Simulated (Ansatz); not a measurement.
**Ti2AgS4: relaxation (Ansatz)**

The input file (Ansatz 0.2.0, plane waves):

```yaml
crystal:
  lattice:
    - [0.0, 5.06265, 5.06265]
    - [5.06265, 0.0, 5.06265]
    - [5.06265, 5.06265, 0.0]
  atoms:
    - { symbol: Ag, position: [0.125, 0.125, 0.125] }
    - { symbol: Ag, position: [0.875, 0.875, 0.875] }
    - { symbol: Ti, position: [0.5, 0.5, 0.5] }
    - { symbol: Ti, position: [0.0, 0.5, 0.5] }
    - { symbol: Ti, position: [0.5, 0.5, 0.0] }
    - { symbol: Ti, position: [0.5, 0.0, 0.5] }
    - { symbol: S, position: [0.25525, 0.25525, 0.25525] }
    - { symbol: S, position: [0.26575, 0.74475, 0.74475] }
    - { symbol: S, position: [0.25525, 0.25525, 0.73425] }
    - { symbol: S, position: [0.74475, 0.26575, 0.74475] }
    - { symbol: S, position: [0.73425, 0.25525, 0.25525] }
    - { symbol: S, position: [0.74475, 0.74475, 0.74475] }
    - { symbol: S, position: [0.25525, 0.73425, 0.25525] }
    - { symbol: S, position: [0.74475, 0.74475, 0.26575] }
  symmetry: { tolerance: 0.0003 }
kpoints:
  mp_grid: { grid: [6, 6, 6], shift: [0, 0, 0] }
magnetization:
  spin_polarized: false
scf:
  occupations: { method: fermi_dirac }
  lower_state_search: "off"
hamiltonian:
  pseudopotentials: { kind: paw }
  xc: r2scan
basis:
  ecutwfc: 500
  fft_grid_basis: typed
relax:
  max_steps: 60
  cell: { p_target: 0.0 }
  f_tol: 0.03
output:
  forces: true
  stress: true
  eigenvalues: true
  bader: true
  populations: true
  elf: true
  write_potential: true
  volumetric_format: npy
  dos:
    e_range: [-12, 8]
    de: 0.05
    projected: { site_lists: { Ag: [Ag], S: [S], Ti: [Ti] } }
checkpoint:
  read: saved_state
```

Run with:

```bash
ansatz run input.yaml --threads 2 --pin off --max-ram 3584MiB --backend cpu --events-out ev --progress --plain --runs-dir out
```

Origin of the cell: a known structure type with other elements, at an estimated volume, so it need not be a known compound.

The smearing width isn't typed, so it takes its default of 0.1 eV.

The saved state is a converged single point of the same cell.

Steps («new basis» is an SCF on plane waves selected anew at the same cell):

```json
{"step": "1", "ΔF (meV/atom)": "0.0", "max force component (eV/Å)": "1.208", "P (GPa)": "3.62", "volume (Å³)": "259.52", "SCF iterations": "6", "step was": "accepted"}
{"step": "2", "ΔF (meV/atom)": "-66.8", "max force component (eV/Å)": "0.070", "P (GPa)": "2.35", "volume (Å³)": "265.95", "SCF iterations": "7", "step was": "accepted"}
{"step": "3", "ΔF (meV/atom)": "-70.5", "max force component (eV/Å)": "0.022", "P (GPa)": "0.64", "volume (Å³)": "271.00", "SCF iterations": "6", "step was": "accepted"}
{"step": "4", "ΔF (meV/atom)": "-70.8", "max force component (eV/Å)": "0.002", "P (GPa)": "0.03", "volume (Å³)": "272.98", "SCF iterations": "6", "step was": "accepted"}
{"step": "5", "ΔF (meV/atom)": "-71.1", "max force component (eV/Å)": "0.002", "P (GPa)": "0.04", "volume (Å³)": "272.98", "SCF iterations": "6", "step was": "new basis"}
```

Before:

Space group Fd-3m (No. 227); the run's cell has a = 7.160 Å, b = 7.160 Å, c = 7.160 Å, α = 60.00°, β = 60.00°, γ = 60.00°. Shortest distances: Ag–S 2.28 Å, S–Ti 2.48 Å, S–S 3.43 Å, Ti–Ti 3.58 Å.

After:

Space group Fd-3m (No. 227); the run's cell has a = 7.281 Å, b = 7.281 Å, c = 7.281 Å, α = 60.00°, β = 60.00°, γ = 60.00°. Shortest distances: Ag–S 2.44 Å, S–Ti 2.46 Å, S–S 3.30 Å.

```
CELL_PARAMETERS angstrom
0.00000 5.14870 5.14870
5.14870 0.00000 5.14870
5.14870 5.14870 0.00000
ATOMIC_POSITIONS crystal
Ag 0.12500 0.12500 0.12500
Ag 0.87500 0.87500 0.87500
Ti 0.50000 0.50000 0.50000
Ti 0.00000 0.50000 0.50000
Ti 0.50000 0.50000 0.00000
Ti 0.50000 0.00000 0.50000
S 0.26153 0.26153 0.26153
S 0.28459 0.73847 0.73847
S 0.26153 0.26153 0.71541
S 0.73847 0.28459 0.73847
S 0.71541 0.26153 0.26153
S 0.73847 0.73847 0.73847
S 0.26153 0.71541 0.26153
S 0.73847 0.73847 0.28459
```

* Free energy lowered by: 71.1 meV/atom
* Volume change: 5.19 %
* Final pressure: 0.04 GPa
* Relaxation steps listed: 5
* Formation energy (elements under the same functional, gases as molecules, uncorrected): -1.266 eV/atom

Caveats: no moments, though an odd count or open d shells may carry them; the relaxation held the start's symmetry, so the end may be a saddle point.

It ran for 6.8 min on 2 threads of Arm Neoverse N1, on a shared host, peak memory 1.5 GiB, from a saved density.
